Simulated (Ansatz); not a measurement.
Consider the following.

SrGaSn:
Space group P6₃/mmc (No. 194); a = 4.5584 Å, b = 4.5584 Å, c = 18.9626 Å, α = 90.00°, β = 90.00°, γ = 120.00°

```csv
atom,site,symmetry,x,y,z
Ga,4f,3m.,0.3333,0.6667,0.1606
Sr,2a,-3m.,0.0000,0.0000,0.0000
Sn,4f,3m.,0.6667,0.3333,0.1163
Sr,2b,-6m2,0.0000,0.0000,0.2500
```

This is the r²SCAN-relaxed structure.

All from r²SCAN (plane waves, PAW; program Ansatz), unless another level is named. Estimate the density of states at the Fermi level.

0.16 states/eV per atom (mean over ±0.08 eV).

Predict the formation energy from the elements (no fitted shifts).

-0.64 eV/atom.

Space group P6_3/mmc. The workflow started from an entry of the Crystallography Open Database (COD). Its standing as an ambient phase is unchecked. The cell was relaxed with r²SCAN under the symmetry of its start; its stability against distortions is not shown here. Axis ratios of metals converge slowly with the k-mesh, so a and c are less sure than the volume. The references are the lowest solids computed at this level, not always the standard phases. Scalar-relativistic: spin–orbit coupling is off unless named, which matters more the heavier the elements.

Potentials: the later of the program's two PAW sets.
